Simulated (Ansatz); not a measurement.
PtSe₂ in Ansatz, relaxation

The input file (Ansatz 0.2.0, plane waves):

```yaml
crystal:
  lattice:
    - [1.866791, 3.233374, 0.0]
    - [-1.866791, 3.233374, 0.0]
    - [0.0, 0.0, 5.297949]
  atoms:
    - { symbol: Pt, position: [0.0, 0.0, 0.0] }
    - { symbol: Se, position: [0.3333, 0.3334, 0.25] }
    - { symbol: Se, position: [0.6667, 0.6666, 0.75] }
  symmetry: { tolerance: 0.0003 }
kpoints:
  mp_grid: { grid: [9, 9, 6], shift: [0, 0, 0] }
magnetization:
  spin_polarized: false
scf:
  occupations: { method: fermi_dirac }
  lower_state_search: "off"
hamiltonian:
  pseudopotentials: { kind: paw }
  xc: r2scan
basis:
  ecutwfc: 500
  fft_grid_basis: typed
relax:
  max_steps: 80
  cell: { p_target: 0.0 }
  f_tol: 0.03
output:
  forces: true
  stress: true
  eigenvalues: true
  bader: true
  populations: true
  elf: true
  write_potential: true
  volumetric_format: npy
  dos:
    e_range: [-12, 8]
    de: 0.05
    projected: { site_lists: { Pt: [Pt], Se: [Se] } }
checkpoint:
  read: saved_state
```

Run with:

```bash
ansatz run input.yaml --threads 2 --pin off --max-ram 3584MiB --backend cpu --events-out ev --progress --plain --runs-dir out
```

Origin of the cell: a known structure type with other elements, at an estimated volume, so it need not be a known compound.

The smearing width isn't typed, so it takes its default of 0.1 eV.

The saved state is a converged single point of the same cell.

Steps («new basis» is an SCF on plane waves selected anew at the same cell):

| step | ΔF (meV/atom) | max force component (eV/Å) | P (GPa) | volume (Å³) | SCF iterations | step was |
| --- | --- | --- | --- | --- | --- | --- |
| 1 | 0.0 | 0.341 | -0.54 | 63.96 | 6 | accepted |
| 2 | 13.5 | 0.654 | 0.74 | 68.44 | 8 | rejected |
| 3 | -5.8 | 0.019 | -0.04 | 65.61 | 12 | accepted |
| 4 | -7.2 | 0.052 | 0.18 | 66.62 | 6 | accepted |
| 5 | -8.9 | 0.065 | 0.24 | 68.45 | 6 | accepted |
| 6 | -9.2 | 0.037 | -0.24 | 69.34 | 6 | accepted |
| 7 | -9.2 | 0.005 | 0.08 | 69.45 | 5 | accepted |
| 8 | -9.2 | 0.000 | 0.00 | 69.47 | 4 | accepted |
| 9 | -9.6 | 0.000 | 0.01 | 69.47 | 7 | new basis |

Step 1, with forces in eV/Å:

```xyz
3
Lattice="1.867 3.233 0.000 -1.867 3.233 0.000 0.000 0.000 5.298" Properties=species:S:1:pos:R:3:forces:R:3 pbc="T T T" step=1
Pt    0.000    0.000    0.000    0.000    0.000    0.000
Se    0.000    2.156    1.324    0.000    0.000   -0.341
Se    0.000    4.311    3.973    0.000    0.000    0.341
```

Step 3, with forces in eV/Å:

```xyz
3
Lattice="1.874 3.245 0.000 -1.874 3.245 0.000 0.000 0.000 5.395" Properties=species:S:1:pos:R:3:forces:R:3 pbc="T T T" step=3
Pt    0.000    0.000    0.000    0.000    0.000    0.000
Se    0.000    2.163    1.293    0.000    0.000   -0.019
Se    0.000    4.327    4.102    0.000    0.000    0.019
```

Step 4, with forces in eV/Å:

```xyz
3
Lattice="1.871 3.240 0.000 -1.871 3.240 0.000 0.000 0.000 5.495" Properties=species:S:1:pos:R:3:forces:R:3 pbc="T T T" step=4
Pt    0.000    0.000    0.000    0.000    0.000    0.000
Se    0.000    2.160    1.291    0.000    0.000    0.052
Se    0.000    4.320    4.204    0.000    0.000   -0.052
```

Step 5, with forces in eV/Å:

```xyz
3
Lattice="1.864 3.228 0.000 -1.864 3.228 0.000 0.000 0.000 5.689" Properties=species:S:1:pos:R:3:forces:R:3 pbc="T T T" step=5
Pt    0.000    0.000    0.000    0.000    0.000    0.000
Se    0.000    2.152    1.300    0.000    0.000    0.065
Se    0.000    4.304    4.389    0.000    0.000   -0.065
```

Step 6, with forces in eV/Å:

```xyz
3
Lattice="1.861 3.223 0.000 -1.861 3.223 0.000 0.000 0.000 5.781" Properties=species:S:1:pos:R:3:forces:R:3 pbc="T T T" step=6
Pt    0.000    0.000    0.000    0.000    0.000    0.000
Se    0.000    2.149    1.312    0.000    0.000   -0.037
Se    0.000    4.297    4.469    0.000    0.000    0.037
```

Step 9, with forces in eV/Å:

```xyz
3
Lattice="1.859 3.220 0.000 -1.859 3.220 0.000 0.000 0.000 5.801" Properties=species:S:1:pos:R:3:forces:R:3 pbc="T T T" step=9
Pt    0.000    0.000    0.000    0.000    0.000    0.000
Se    0.000    2.147    1.311    0.000    0.000    0.000
Se    0.000    4.294    4.491    0.000    0.000    0.000
```

```
Free energy lowered by                                                                 : 9.6 meV/atom
Volume change                                                                          : 8.62 %
Final pressure                                                                         : 0.01 GPa
Relaxation steps listed                                                                : 9
Formation energy (elements under the same functional, gases as molecules, uncorrected) : -0.457 eV/atom
```

Caveats: no spin-orbit coupling, though heavy elements are present; the relaxation held the start's symmetry, so the end may be a saddle point.

The run took 83 s on 2 threads of Intel(R) Xeon(R) Platinum 8488C (Sapphire Rapids), on a shared host, peak memory 0.69 GiB, from a saved density.
